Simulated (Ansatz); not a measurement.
The end point of a relaxation of ZrN. These are PBEsol (plane waves to 420 eV, PAW, scalar-relativistic; Ansatz, a quantum-chemistry and plane-wave program) values and carry that method's errors.

```cif
data_NZr
_chemical_formula_sum 'N1 Zr1'
_space_group_name_H-M_alt 'P 1'
_space_group_IT_number 1
_cell_length_a 3.21887
_cell_length_b 3.21887
_cell_length_c 3.21887
_cell_angle_alpha 60.000
_cell_angle_beta 60.000
_cell_angle_gamma 60.000
loop_
_space_group_symop_operation_xyz
  'x, y, z'
loop_
_atom_site_label
_atom_site_type_symbol
_atom_site_fract_x
_atom_site_fract_y
_atom_site_fract_z
_atom_site_occupancy
N1 N 0.00000 0.00000 0.00000 1
Zr1 Zr 0.50000 0.50000 0.50000 1
```

Task: Find the space group and the Wyckoff positions (tolerance 0.01 Å).

Result: Space group Fm-3m (No. 225); a = b = c = 4.5522 Å, α = β = γ = 90.00°

```csv
atom,site,symmetry,x,y,z
N,4a,m-3m,0.0000,0.0000,0.0000
Zr,4b,m-3m,0.5000,0.5000,0.5000
```

This is the rock salt type.

Task: Give the shortest distances between elements (the closest pairs, up to four, under 3.6 Å).

Result: N–Zr 2.28 Å; N–N 3.22 Å; Zr–Zr 3.22 Å.

```yaml
volume_per_atom: 11.79 Å³
band_gap: no gap (metallic)
```

No spin polarisation in the result. The relaxed primitive cell holds an odd number of electrons. A magnetic state may lie lower.

The run could not lose the symmetry of its start.

All atoms sit on sites fixed by symmetry, so only the cell could relax.
